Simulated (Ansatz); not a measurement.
**Self-consistent states of Ca2CuO3 (Immm)**

Computed with Ansatz (plane waves, PAW): r²SCAN+U, U_eff = 4.0 eV (Dudarev form) on Cu d, fully localised double counting, scalar-relativistic datasets, 500 eV, PAW set soft_2 (made for PBE), 8×8×8 mesh, Gaussian smearing of 0.05 eV.

```
CELL_PARAMETERS angstrom
-1.62950 1.88950 6.11950
1.62950 -1.88950 6.11950
1.62950 1.88950 -6.11950
ATOMIC_POSITIONS crystal
Ca 0.85000 0.35000 0.50000
Ca 0.15000 0.65000 0.50000
Cu 0.50000 0.00000 0.50000
O 0.66000 0.16000 0.50000
O 0.34000 0.84000 0.50000
O 0.00000 0.00000 0.00000
```

The structure is that of a cell as deposited in COD, unrelaxed.

Cell and atoms stay fixed, and the cell was started in 11 ways, without spin–orbit coupling. The starts were built for 9 d electrons on Cu, a formal count that the converged states needn't keep. Starting moments of the plain starts: Cu3 1.00 μB (atoms counted from 1).

Energies count from the lowest free state found. A natural orbital (eigenvector of a shell's occupation matrix) is counted as filled above 0.75 (0.9 in a metal) and as partly filled from 0.35 up to that; ↑ and ↓ are the spin channels.

| state | reached from | ΔE (meV/atom) | gap (eV) | P (GPa) | cell spin moment (μB) | site spin moments (μB) | shell filling | Hubbard energy (eV/cell) | flags |
| --- | --- | --- | --- | --- | --- | --- | --- | --- | --- |
| 1 | natural orbitals of the symmetric run, filled by rank; random orbitals: single harmonics, high spin (draw 1); random orbitals: single harmonics, high spin (draw 6); 2 more | 0.0 | 0.36 | -0.4 | 1.00 | Cu 0.66; O 0.10, 0.13 | Cu 5↑ 4↓(+1 partly), 9.31 e | 0.65 | – |
| 2 | from atoms, default search; random orbitals: single harmonics, high spin (draw 4); random orbitals: pairs of harmonics, high spin (draw 3); 3 more | 9.3 | metal | -1.1 | 0.25 | Cu 0.17 | Cu 4↑(+1 partly) 4↓(+1 partly), 9.48 e | 0.83 | mesh too coarse for this metal, starting moment on Cu lost |

The lowest free state (state 1) has a gap of 0.36 eV and a whole-number cell moment of 1 μB, as a collinear insulator must have. Its natural occupations are Cu3 spin up: 0.97 0.99 1.00 1.00 1.00; Cu3 spin down: 0.40 0.97 1.00 1.00 1.00. Since all bands are wholly filled or empty, the fractional occupations (0.40) come from mixing of the shell with the neighbours' orbitals (covalency), not from partly filled bands.

State 2 lies 9.3 meV/atom higher, or 0.056 eV per cell. It has no gap on the mesh (a metal); natural occupations Cu3 spin up: 0.86 0.97 1.00 1.00 1.00; Cu3 spin down: 0.70 0.96 1.00 1.00 1.00. With J = 0 the Hubbard energy is (U/2) Σ λ(1 − λ), a penalty on fractional natural occupations. The sums Σ λ(1 − λ) over the cell's shells are 0.32 for state 1 and 0.41 for state 2, which at U/2 = 2.00 eV give 0.65 and 0.83 eV per cell. Of the difference of 0.056 eV per cell, the Hubbard term gives 0.183 eV and all other terms -0.128 eV, so the Hubbard term alone decides the order: the other terms favour state 2. The other terms are taken on each state's own density, so they aren't the result of a run without U.

With one Cu ion in the cell, Cu moments can't oppose each other.

In the lowest free state the fixed cell carries forces up to 0.29 eV/Å; relaxing would change energies and could change the order of close states.

A still lower state can't be excluded. For metallic states the mesh is coarse, so energy differences carry some meV/atom. The cell holds one Cu ion, so the antiparallel Cu order, through which DFT+U opens the gap of many cuprates, can't form in it. U wasn't fitted or computed for this material, so the results show what this U gives and needn't match the real solid. Where a metal has almost no states within the smearing of the Fermi level on this mesh, its moment and stress follow whole counts of k-points and would move on a finer mesh. A gap on the mesh alone may shrink between mesh points.
